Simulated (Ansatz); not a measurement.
Yb (fcc, Cu type)

```
CELL_PARAMETERS angstrom
      5.20151     0.00000     0.00000
      0.00000     5.20151     0.00000
      0.00000     0.00000     5.20151
ATOMIC_POSITIONS crystal
  Yb 0.00000 0.00000 0.00000
  Yb 0.50000 0.50000 0.00000
  Yb 0.50000 0.00000 0.50000
  Yb 0.00000 0.50000 0.50000
```

In this cell atom 1 (Yb, nearest neighbour Yb at 3.678 Å; its periodic images, 5.2 Å or more away, move with it) is moved by s towards the nearest neighbour, unit vector (-0.707, -0.707, 0.000); all other atoms and the cell stay fixed.

Computed with r2SCAN (plane waves to 500 eV, PAW, scalar-relativistic; Ansatz, a program for electronic structure). k mesh 7×7×7 (Γ-centred), Fermi-Dirac smearing 0.05 eV. Energies are smeared free energies. Compression counts positive. Left out: 4 of 11 points, with atoms too close for the PAW data. With partly filled bands, energies and forces of such displacements shift with the k mesh and the smearing. F∥ is the force on the atom along that direction. The relaxed volume of Yb is well below the measured one. Yb is run without spin polarisation. Yb was relaxed with its symmetry unable to fall. The f-shell state is unchecked: a lower one may exist. The zero of ΔE is the undisplaced structure.

```tsv
s (Å)	ΔE (eV/cell)	F∥ (eV/Å)	P (GPa)
-0.660	___	2.089	0.7
-0.440	___	1.394	0.3
-0.220	___	0.699	0.1
0.000	0.000	0.000	0.0
0.220	___	-0.699	0.1
0.440	___	-1.394	0.3
0.660	___	-2.089	0.7
```

Complete the blanks.


- -0.660, ΔE (eV/cell): 0.690
- -0.440, ΔE (eV/cell): 0.307
- -0.220, ΔE (eV/cell): 0.077
- 0.220, ΔE (eV/cell): 0.077
- 0.440, ΔE (eV/cell): 0.307
- 0.660, ΔE (eV/cell): 0.690

(For displaced atoms, the force is minus the slope of the energy, and its curvature is a force constant, which sets phonon frequencies.)
